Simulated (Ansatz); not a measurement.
# Cu (P6_3/mmc), clamped-ion strain scan

Computed with DFT r2SCAN, scalar-relativistic, plane waves, PAW in Ansatz 0.2.0. Cutoff 500 eV, Γ-centred 24×24×12 k-points, Gaussian smearing of 0.15 eV. No spin polarisation. Energies are free energies at this smearing, counted from the undisturbed cell; pressure is positive in compression.

Reference structure (as given, not relaxed at this level; it stands at 0.2 GPa; this form isn't the usual structure):

```xyz
2
Lattice="2.5341 0.0000 0.0000 -1.2670 2.1946 0.0000 0.0000 0.0000 4.1126" Properties=species:S:1:pos:R:3 pbc="T T T"
Cu    0.0000    1.4631    1.0281
Cu    1.2670    0.7315    3.0844
```

The cell is strained by ε times the Voigt pattern (0, 1, 0, 0, 0, 0) (xx, yy, zz, yz, xz, xy; engineering shear) with fractional coordinates fixed. The cell is metallic on the mesh throughout.

```tsv
ε	ΔE (meV/atom)	stress summed along the pattern (GPa, tension positive)	pressure (GPa)
-0.0400	15.3	-11.64	7.8
-0.0300	8.2	-8.33	5.7
-0.0200	3.3	-5.23	3.7
0.0000	0.0	0.42	0.2
0.0100	1.2	2.95	-1.3
0.0300	8.7	7.42	-4.1
0.0400	14.7	9.33	-5.3
```